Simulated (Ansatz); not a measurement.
LiNbO3 in space group R-3c (No. 167; Li on 6a, Nb on 6b, O on 18e), r²SCAN in the plane-wave PAW code Ansatz, all energies at zero smearing, with the estimated change up to a 700 eV cutoff added, with one set of potentials and settings (totals compare only within such a set). Cell of 10 atoms (2 Li, 2 Nb, 6 O): -12961.154 eV.

| element | reference phase | E (eV/atom) |
|---|---|---|
| Li | Fm-3m, 1 atoms in the cell | -205.1371 |
| Nb | Im-3m, 1 atoms in the cell | -4563.6587 |
| O | C2/m, 4 atoms in the cell, spin-polarised | -566.0346 |

Formation energy per atom, worked out: (-12961.154 − 2×(-205.1371) − 2×(-4563.6587) − 6×(-566.0346))/10 = -2.735 eV/atom (-264 kJ per mol of atoms), at 0 K, without zero-point energy or fitted corrections.

The workflow started from a Materials Project entry (that database holds measured and hypothetical structures alike); the Crystallography Open Database files this formula in space group No. 167, but the cells were not matched. It is not the phase usual at ambient conditions (space group No. 161). The cell was relaxed with r²SCAN under the symmetry of its start. At this level the phase is dynamically unstable (imaginary phonons). The run is not spin-polarised. The references are the lowest solids computed at this level, not always the standard phases (solids in place of the gases).

Potentials: the earlier of the program's two PAW sets.
